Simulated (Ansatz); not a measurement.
Below is a relaxed structure of Co3NiGe4. The cell was found from a structure generator's guess, not taken from experiment.

Theory: Ansatz 0.2.0, DFT PBE, scalar-relativistic, plane waves, PAW. Cutoff 420 eV, Γ-centred mesh, Gaussian smearing, no spin polarisation.

```xyz
8
Lattice="3.2885 1.8986 2.6927 -3.2885 1.8986 2.6927 0.0000 -3.7972 2.6927" Properties=species:S:1:pos:R:3 pbc="T T T"
Co    1.6249    1.8154    3.6655
Co   -2.3846    0.4995    3.6655
Co    0.7598   -2.3149    3.6655
Ni    0.0000    0.0000    5.1479
Ge    0.0000    0.0000    2.7234
Ge   -1.6412   -1.6425    4.4815
Ge    2.2431   -0.6001    4.4815
Ge   -0.6019    2.2426    4.4815
```

Formation energies are uncorrected and refer to the elements' standard structures at the same level.

(1) What space group does it have?

(2) How far does it lie from the elements in energy?

(3) Is it a metal?

Answers

(1) R3 (No. 146). Conventional cell: a = 6.577 Å, c = 8.078 Å. Co is surrounded by 4 Ge at 2.38–2.42 Å, 3 Ge at 2.61–2.62 Å, 2 Ni at 2.83–2.85 Å and 4 Co at 2.85–2.89 Å; Ni is surrounded by 4 Ge at 2.42 Å, 3 Ge at 2.62 Å and 6 Co at 2.83–2.85 Å; Ge on a site of symmetry 3 has 3 Co at 2.42 Å, 1 Ni at 2.42 Å, 3 Co at 2.61 Å and 6 Ge at 2.87–2.91 Å; Ge on a site of symmetry 1 is surrounded by 3 Co at 2.38–2.41 Å, 1 Ni at 2.42 Å, 2 Co at 2.61–2.62 Å, 1 Ni at 2.62 Å and 6 Ge at 2.87–2.91 Å.

(2) −0.19 eV/atom. It lies below the elements, which doesn't yet make it stable against other compounds or structures.

(3) Yes, bands cross the Fermi level on the 12×12×12 mesh.

The last run used a 12×12×12 mesh for its 8-atom cell and Gaussian smearing of 0.10 eV. Trial moments died out on the coarse mesh, so the last step has no spin; another magnetic start might hold. Symmetry constrained the relaxation, so the result can be a saddle point.
